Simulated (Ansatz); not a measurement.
Total density of states per atom from r²SCAN in the plane-wave PAW code Ansatz, in 0.25 eV bins, energy from the valence-band maximum:

(E (eV), states/eV/atom): (-7.86, 0.00); (-7.61, 0.00); (-7.36, 0.00); (-7.11, 0.00); (-6.86, 0.00); (-6.61, 0.00); (-6.36, 0.00); (-6.11, 0.00); (-5.86, 0.00); (-5.61, 0.00); (-5.36, 0.00); (-5.11, 0.11); (-4.86, 0.69); (-4.61, 1.94); (-4.36, 0.46); (-4.11, 0.00); (-3.86, 0.00); (-3.61, 0.00); (-3.36, 0.00); (-3.11, 0.00); (-2.86, 0.73); (-2.61, 1.46); (-2.36, 1.66); (-2.11, 1.09); (-1.86, 1.78); (-1.61, 1.11); (-1.36, 0.43); (-1.11, 0.60); (-0.86, 0.92); (-0.61, 2.47); (-0.36, 0.47); (-0.11, 0.08); (0.14, 0.00); (0.39, 0.00); (0.64, 0.00); (0.89, 0.00); (1.14, 0.00); (1.39, 0.00); (1.64, 0.73); (1.89, 0.87); (2.14, 0.00); (2.39, 0.00); (2.64, 0.00); (2.89, 0.00); (3.14, 0.00); (3.39, 0.01); (3.64, 0.06); (3.89, 0.28); (4.14, 0.48); (4.39, 0.50); (4.64, 0.23); (4.89, 0.14); (5.14, 0.15); (5.39, 0.17); (5.64, 0.24); (5.89, 0.48); (6.14, 0.49); (6.39, 0.37)

Pick the material that matches.
(A) SrCo2Ge2, I4/mmm (Sr on 2a, Co on 4d, Ge on 4e)
(B) K2NiO2, I4/mmm (K on 4e, Ni on 2a, O on 4e)
(C) SrCd2Ge2, I4/mmm (Sr on 2a, Ge on 4e, Cd on 4d)
(D) Ca2Bi, I4/mmm (Ca on 4e, Ca on 4c, Bi on 4e)

B, K2NiO2, I4/mmm (K on 4e, Ni on 2a, O on 4e). Top 1 eV of the valence band: Ni 3d 60 %, O 2p 32 %, Ni 4s 6 %. Bottom 1 eV of the conduction band: Ni 3d 61 %, O 2p 36 %. Projections are on Löwdin-orthogonalised atomic valence shells; empty p or d shells of many metals are not among them.

The first step of the workflow began from a Materials Project structure, measured or hypothetical; the Crystallography Open Database files this formula in space group No. 139, but the cells were not matched. Its standing as an ambient phase is unchecked. The r²SCAN relaxation kept the symmetry of its start; its stability against distortions is not shown here. Spin order of the final state: ferromagnetic, the only order run, not a proven ground state. The cell computed holds one magnetic atom, so no antiferromagnetic order was within reach. Other orbital occupations within this spin state were not tried. No Hubbard U is applied.

Potentials: the later of the program's two PAW sets.
